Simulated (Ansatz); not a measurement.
AlNi (rock salt, space group No. 225), the program Ansatz at the PBE level (PAW), all energies at zero smearing, with the estimated change up to a 700 eV cutoff added, with one set of potentials and settings (totals compare only within such a set). Cell of 2 atoms (1 Ni, 1 Al): -6377.293 eV.

```csv
element,reference phase,E (eV/atom)
Ni,"Fm-3m, 1 atoms in the cell, spin-polarised",-5839.7295
Al,"Fm-3m, 1 atoms in the cell",-537.5055
```

Formation energy per atom, worked out: (-6377.293 − 1×(-5839.7295) − 1×(-537.5055))/2 = -0.029 eV/atom (-3 kJ per mol of atoms), at 0 K, without zero-point energy or fitted corrections.

The start of the workflow was typed in or built on a structure type; neither database checked (COD, Materials Project) lists it. It is not the phase usual at ambient conditions (space group No. 221). The PBE relaxation kept the symmetry of its start; whether a distortion lowers the energy is not shown. The workflow began spin-polarised and lost its moments. The references are the lowest solids computed at this level, not always the standard phases.

Potentials: the earlier of the program's two PAW sets.
